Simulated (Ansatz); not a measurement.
ZrGe in space group P-6m2 (No. 187; Zr on 1a, Ge on 1f) at seven volumes, PBE (plane waves, PAW; program Ansatz), shape and atoms relaxed at each. One row is withheld.

```
V (Å³/atom)  P (GPa)
-----------  -------
17.994             ?
18.588          7.03
19.181          3.18
19.774          0.00
20.367         -2.84
20.960         -5.36
21.554         -7.50
```

### Question
Fit the shown pressures and predict the withheld one.

### Answer
P = (3/2)B₀(x^(7/2) − x^(5/2))[1 + (3/4)(B′ − 4)(x − 1)] with x = (V₀/V)^(2/3). Least squares on the six rows gives V₀ = 19.769 Å³/atom, B₀ = 102 GPa, B′ = 3.67. At V = 17.994, x = 1.0647 and P = 11.40 GPa. The run itself gave 11.55 GPa.

A made-up cell: these elements were put on the sites of a structure type; neither database checked (COD, Materials Project) lists it. Its standing as an ambient phase is unchecked. The cell was relaxed with PBE under the symmetry of its start; whether a distortion lowers the energy is not shown. The run is not spin-polarised.

Potentials: the later of the program's two PAW sets.
